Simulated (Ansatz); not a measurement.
The start is a relaxed Pb cell, doubled along one cell vector, shaken by Gaussian noise of σ = 0.08 Å a coordinate. A full variable-cell relaxation at zero pressure is run with PBE (plane waves to 420 eV, PAW, scalar-relativistic; Ansatz, an electronic-structure program). First-step values are on the input's coarse k-mesh.

Ansatz input (later rounds restart from its end on a renewed k-mesh):
Ansatz 0.2 input:
```yaml
crystal:
  lattice:
    - [-1.7738940368, 1.7738940368, 5.6535396105]
    - [1.7738940368, -1.7738940368, 5.6535396105]
    - [3.5477880736, 3.5477880736, -11.307079221]
  atoms:
    - { symbol: Pb, position: [0.8259316057, 0.8514641611, -0.0251914986] }
    - { symbol: Pb, position: [0.844216472, 0.8504315399, 0.4926260054] }
    - { symbol: Pb, position: [0.1234656915, 0.1126459168, -0.0169229714] }
    - { symbol: Pb, position: [0.1304037007, 0.181171031, 0.5043725606] }
basis: { ecutwfc: 420, ecutrho_ratio: 4, xc_grid: 2, fft_grid_basis: typed }
kpoints: { mp_grid: { grid: [10, 10, 7] } }
hamiltonian:
  xc: pbe
  dispersion: none
  pseudopotentials: { azcp: { folder: ./paw }, kind: paw }
scf: { occupations: { method: fermi_dirac, width: 0.05 } }
relax: { f_tol: 0.01, max_steps: 100, cell: { stress_tol: 0.02 } }
output: { forces: true, stress: true }
```

Question: What is the largest force in the starting geometry, and on which atom (counted from 1)?

Answer: 0.74 eV/Å, on Pb3 (atoms numbered as listed).

Question: How much energy is released per atom?

Answer: 0.14 eV/atom.

Question: How does the volume per atom move from start to end?

Answer: -10.4 %, from 35.58 to 31.89 Å³/atom.

Question: Is the parent structure recovered?

Answer: It does not go back: it reaches Fm-3m (No. 225), fcc (Cu type), 0.10 eV/atom below the parent.

Question: What band gap does the relaxed structure have at this level?

Answer: Zero (metallic).

Question: What does it relax into? Give the structure.

Answer: 
```cif
data_Pb4
_chemical_formula_sum 'Pb4'
_space_group_name_H-M_alt 'Fm-3m'
_space_group_IT_number 225
_space_group_name_Hall '-F 4 2 3'
_cell_length_a 5.03397
_cell_length_b 5.03397
_cell_length_c 5.03397
_cell_angle_alpha 90.000
_cell_angle_beta 90.000
_cell_angle_gamma 90.000
loop_
_atom_site_label
_atom_site_type_symbol
_atom_site_symmetry_multiplicity
_atom_site_Wyckoff_symbol
_atom_site_fract_x
_atom_site_fract_y
_atom_site_fract_z
_atom_site_occupancy
Pb1 Pb 4 b 0.50000 0.50000 0.50000 1
```
(The calculation used a cell of 1 atom; values per cell refer to that cell.)

Final values are on a 16×16×16 k-mesh of the relaxed cell. No spin polarisation in the result.

Of the parent cell (I4/mmm (No. 139)): it is a generated cell of Pb: the first start was made by placing the elements on the sites of a structure type, and the end was not matched to a known phase here, so it may be hypothetical. Known forms of Pb include space group No. 225.
